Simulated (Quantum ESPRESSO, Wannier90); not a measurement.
**TlI (CsCl type), plane waves to Wannier functions**

```xyz
2
Lattice="4.2382 0.0000 0.0000 0.0000 4.2382 0.0000 0.0000 0.0000 4.2382" Properties=species:S:1:pos:R:3 pbc="T T T"
Tl     0.0000     0.0000     0.0000
I      2.1191     2.1191     2.1191
```

Materials Project entry mp-23197; symmetrised, unrelaxed at this level. COD (Crystallography Open Database) has the formula in 2 space groups, this one among them (matched by group alone). Computed values, not measurements, from PBEsol: Quantum ESPRESSO (norm-conserving PseudoDojo potentials, cutoff 56 Ry, no spin polarisation, no spin-orbit coupling) on a Γ-centred 8×8×8 mesh, then Wannier90. Density: 8×8×8 mesh, cold smearing 0.01 Ry. Spin-orbit coupling is left out although heavy elements are present.

A tight-binding model is made by disentanglement and projection with no localisation steps (num_iter = 0), so the 8 orbitals stay atom-like: hydrogen-like Tl: s;p; I: s;p, axes along x, y, z; frozen window up to 3.14 eV relative to the valence-band maximum. It follows pw.x to 5.7 meV rms for states up to 2.6 eV relative to the valence-band maximum. Matrix elements depend on this choice of orbitals and windows. Bands 2–6 (Tl 5d 99 %) lie between the kept ones and are excluded.

The 45 largest hoppings ⟨m,0|H|n,R⟩ between different sites (one of each Hermitian pair; signs follow the real orbitals' lobes; the list may end inside a set of equal values):

```tsv
m	n	R	distance of the centres (Å)	t (eV)
Tl1 px	Tl1 px	1 0 0	4.24	0.763
Tl1 pz	Tl1 pz	0 0 1	4.24	0.763
Tl1 py	Tl1 py	0 1 0	4.24	0.763
I2 px	Tl1 pz	0 0 0	3.67	0.403
I2 px	Tl1 py	0 0 1	3.67	0.403
I2 pz	Tl1 px	0 1 0	3.67	0.403
I2 py	Tl1 px	0 1 0	3.67	-0.403
I2 px	Tl1 pz	1 0 1	3.67	0.403
I2 py	Tl1 px	1 1 0	3.67	0.403
I2 pz	Tl1 py	1 1 1	3.67	0.403
I2 px	Tl1 py	1 1 1	3.67	0.403
I2 pz	Tl1 px	0 0 0	3.67	0.403
I2 pz	Tl1 py	0 0 0	3.67	0.403
I2 px	Tl1 py	0 0 0	3.67	0.403
I2 py	Tl1 pz	0 0 0	3.67	0.403
I2 py	Tl1 px	0 0 0	3.67	0.403
I2 pz	Tl1 px	0 0 1	3.67	-0.403
I2 pz	Tl1 py	0 0 1	3.67	-0.403
I2 px	Tl1 pz	0 0 1	3.67	-0.403
I2 py	Tl1 pz	0 0 1	3.67	-0.403
I2 py	Tl1 px	0 0 1	3.67	0.403
I2 pz	Tl1 py	0 1 0	3.67	-0.403
I2 px	Tl1 pz	0 1 0	3.67	0.403
I2 px	Tl1 py	0 1 0	3.67	-0.403
I2 py	Tl1 pz	0 1 0	3.67	-0.403
I2 pz	Tl1 px	0 1 1	3.67	-0.403
I2 pz	Tl1 py	0 1 1	3.67	0.403
I2 px	Tl1 pz	0 1 1	3.67	-0.403
I2 px	Tl1 py	0 1 1	3.67	-0.403
I2 py	Tl1 pz	0 1 1	3.67	0.403
I2 py	Tl1 px	0 1 1	3.67	-0.403
I2 pz	Tl1 px	1 0 0	3.67	-0.403
I2 pz	Tl1 py	1 0 0	3.67	0.403
I2 px	Tl1 pz	1 0 0	3.67	-0.403
I2 px	Tl1 py	1 0 0	3.67	-0.403
I2 py	Tl1 pz	1 0 0	3.67	0.403
I2 py	Tl1 px	1 0 0	3.67	-0.403
I2 pz	Tl1 px	1 0 1	3.67	0.403
I2 pz	Tl1 py	1 0 1	3.67	-0.403
I2 px	Tl1 py	1 0 1	3.67	-0.403
I2 py	Tl1 pz	1 0 1	3.67	-0.403
I2 py	Tl1 px	1 0 1	3.67	-0.403
I2 pz	Tl1 px	1 1 0	3.67	-0.403
I2 pz	Tl1 py	1 1 0	3.67	-0.403
I2 px	Tl1 pz	1 1 0	3.67	-0.403
```
